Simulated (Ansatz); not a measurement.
The start is a relaxed AlOs cell, doubled along one cell vector, shaken by Gaussian noise of σ = 0.08 Å a coordinate. The cell and all atomic positions are relaxed at zero pressure with PBEsol (plane waves to 420 eV, PAW, scalar-relativistic; Ansatz, an electronic-structure program). First-step values are on the input's coarse k-mesh.

Ansatz input (later rounds restart from its end on a renewed k-mesh):
Ansatz 0.2 input:
```yaml
crystal:
  lattice:
    - [6.6779653959, 0, 0]
    - [-6.6779653959, 11.5665753568, 0]
    - [0, 0, 2.5872124432]
  atoms:
    - { symbol: Al, position: [-0.0139971277, 0.2857252077, 0.8058272725] }
    - { symbol: Al, position: [-0.0115608, 0.7896944328, 0.7969579192] }
    - { symbol: Al, position: [0.413367983, 0.2137712339, 0.45433796] }
    - { symbol: Al, position: [0.4071158956, 0.7198241137, 0.5471710155] }
    - { symbol: Al, position: [0.5952832007, 0.9900842822, 0.1092775661] }
    - { symbol: Al, position: [0.5915135409, 0.5008067712, 0.1309532797] }
    - { symbol: Os, position: [0.0112305426, 0.1063095222, 0.819318934] }
    - { symbol: Os, position: [0.0068632851, 0.6126663329, 0.8841110812] }
    - { symbol: Os, position: [0.7705501316, 0.3808661407, 0.5209355323] }
    - { symbol: Os, position: [0.7830784558, 0.8901528304, 0.4980315031] }
    - { symbol: Os, position: [0.2236507837, -0.0015308068, 0.160209724] }
    - { symbol: Os, position: [0.2252668283, 0.5091563861, 0.1669473138] }
basis: { ecutwfc: 420, ecutrho_ratio: 4, xc_grid: 2, fft_grid_basis: typed }
kpoints: { mp_grid: { grid: [6, 3, 12] } }
hamiltonian:
  xc: pbesol
  dispersion: none
  pseudopotentials: { kind: paw }
scf: { occupations: { method: fermi_dirac, width: 0.05 } }
relax: { f_tol: 0.01, max_steps: 100, cell: { stress_tol: 0.02 } }
output: { forces: true, stress: true }
```

Task: What is the largest force in the starting geometry, and on which atom (counted from 1)?

Result: 2.42 eV/Å, on Os9 (atoms numbered as listed).

Task: How much energy is released per atom?

Result: 0.63 eV/atom.

Task: How does the volume per atom move from start to end?

Result: -16.2 %, from 16.65 to 13.96 Å³/atom.

Task: Does it find its way back to the structure it was made from?

Result: It does not go back: it reaches Pmc2₁ (No. 26), 0.59 eV/atom below the parent.

Task: How do the shortest distances between atoms change?

Result: The closest pairs of elements (up to four, under 3.6 Å), start → end: Al–Os 2.32 → 2.49 Å; Os–Os 2.57 → 2.65 Å; Al–Al 2.59 → 2.73 Å.

Task: What band gap does the relaxed structure have at this level?

Result: No gap (metallic).

Task: Write out the relaxed structure.

Result: 
Space group Pmc2₁ (No. 26); a = 2.887 Å, b = 9.407 Å, c = 6.169 Å, α = β = γ = 90.00°

| atom | site | symmetry | x | y | z |
|---|---|---|---|---|---|
| Al | 2a | m.. | 0.0000 | 0.0345 | 0.2096 |
| Al | 2b | m.. | 0.5000 | 0.5119 | 0.4489 |
| Al | 2b | m.. | 0.5000 | 0.1975 | 0.9278 |
| Os | 2b | m.. | 0.5000 | 0.1462 | 0.5080 |
| Os | 2a | m.. | 0.0000 | 0.6450 | 0.1754 |
| Os | 2a | m.. | 0.0000 | 0.3166 | 0.2279 |

Final values are on a 16×5×8 k-mesh of the relaxed cell. No spin polarisation in the result.

The relaxed structure here is a generated cell of AlOs: the first start was made by a random draw of sites in a space group, and the end was not matched to a known phase here, so it may be hypothetical.
